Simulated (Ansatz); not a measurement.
Here is the system:

Starting cell, Al (fcc, Cu type):

```xyz
2
Lattice="0.0000 4.0405 4.0405 2.0202 2.0202 4.0405 2.0202 2.0202 0.0000" Properties=species:S:1:pos:R:3 pbc="T T T"
Al     0.0000     0.0000     0.0000
Al     2.0202     4.0405     6.0607
```

A phonon eigenvector at X = (0.5, 0.5, 0.0) is frozen into this cell: atom i moves by Q times the vector below, so Q is the largest atomic displacement, in Å. The cell is held. (q is in reciprocal vectors of the primitive cell; the cell shown is doubled to hold the pattern.)

```
atom      x      y       z
----  -----  -----  ------
Al1   0.000  0.000  -1.000
Al2   0.000  0.000   1.000
```

Level of theory: PBE (plane waves to 420 eV, PAW, scalar-relativistic; Ansatz, a first-principles code). k mesh 20×20×20 (Γ-centred), Fermi-Dirac smearing 0.05 eV. E stands for the smeared free energy. With partly filled bands, energies and forces of such displacements shift with the k mesh and the smearing. Al was relaxed with its symmetry unable to fall. ΔE is measured from the undisplaced structure.

The scan covers Q from -0.180 to 0.180 Å in 13 points.

Problem. Is this a single well or a double well?

Solution. A single well with its minimum at or next to zero displacement.

Problem. Which space group does the distorted structure have?

Solution. P4/nmm (No. 129), lowered from Fm-3m.

Problem. What is the energy change at Q = 0.180 Å?

Solution. 332 meV/cell.

Problem. What harmonic wavenumber does the curvature at Q = 0 give?

Solution. 320 cm⁻¹.

(A displaced cell: forces are minus the slopes of the energy, force constants its curvatures, and phonons follow from these.)
